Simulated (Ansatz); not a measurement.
The start is a randomly generated symmetric cell of Si2W (space group No. 12). The cell and all atomic positions are relaxed at zero pressure with r2SCAN (plane waves to 500 eV, PAW, scalar-relativistic; Ansatz, a quantum-chemistry and plane-wave program). First-step values are on the input's coarse k-mesh.

Ansatz input (later rounds restart from its end on a renewed k-mesh):
Ansatz 0.2 input:
```yaml
crystal:
  lattice:
    - [2.7441221, -3.4568055, 0]
    - [2.7441221, 3.4568055, 0]
    - [-0.1678944, 0, 4.590242]
  atoms:
    - { symbol: Si, position: [0.5, 0.5, 0] }
    - { symbol: Si, position: [0, 0.5, 0] }
    - { symbol: Si, position: [0.5, 0, 0] }
    - { symbol: Si, position: [0.5, 0.5, 0.5] }
    - { symbol: W, position: [0, 0.5, 0.5] }
    - { symbol: W, position: [0.5, 0, 0.5] }
basis: { ecutwfc: 500, ecutrho_ratio: 4, xc_grid: 4, fft_grid_basis: typed }
kpoints: { mp_grid: { grid: [6, 6, 5] } }
hamiltonian:
  xc: r2scan
  dispersion: none
  pseudopotentials: { azcp: { folder: ./paw }, kind: paw }
scf: { occupations: { method: fermi_dirac, width: 0.05 } }
relax: { f_tol: 0.01, max_steps: 100, cell: { stress_tol: 0.02 } }
output: { forces: true, stress: true }
```

### Question
How large is the pressure on the unrelaxed cell, and of which sign?

### Answer
+55 GPa (positive: the cell is compressed).

### Question
By how much does the energy per atom fall from start to end?

### Answer
1.26 eV/atom.

### Question
How does the volume change?

### Answer
+16.4 %, from 14.51 to 16.89 Å³/atom.

### Question
What band gap does the relaxed structure have at this level?

### Answer
No gap (metallic).

### Question
Write out the relaxed structure.

### Answer

```cif
data_Si8W4
_chemical_formula_sum 'Si8 W4'
_space_group_name_H-M_alt 'C2/m'
_space_group_IT_number 12
_space_group_name_Hall '-C 2y'
_cell_length_a 5.38134
_cell_length_b 8.67506
_cell_length_c 5.09646
_cell_angle_alpha 90.000
_cell_angle_beta 121.558
_cell_angle_gamma 90.000
loop_
_atom_site_label
_atom_site_type_symbol
_atom_site_symmetry_multiplicity
_atom_site_Wyckoff_symbol
_atom_site_fract_x
_atom_site_fract_y
_atom_site_fract_z
_atom_site_occupancy
Si1 Si 2 b 0.00000 0.50000 0.00000 1
Si2 Si 4 e 0.25000 0.25000 0.00000 1
Si3 Si 2 c 0.50000 0.50000 0.50000 1
W1 W 4 f 0.25000 0.25000 0.50000 1
```
(The calculation used a cell of 6 atoms; values per cell refer to that cell.)

The space group stays C2/m (No. 12) (the run could not lower it), with 6 atoms in the primitive cell. Final values are on a 12×12×11 k-mesh of the relaxed cell. No spin polarisation in the result.

The run could not lose the symmetry of its start: the end is stationary, and may be a saddle point rather than a minimum.

All atoms sit on sites fixed by symmetry, so only the cell could relax.

The relaxed structure here is a generated cell of Si2W: the first start was made by a random draw of sites in a space group, and the end was not matched to a known phase here, so it may be hypothetical. Known forms of Si2W include space group No. 139.
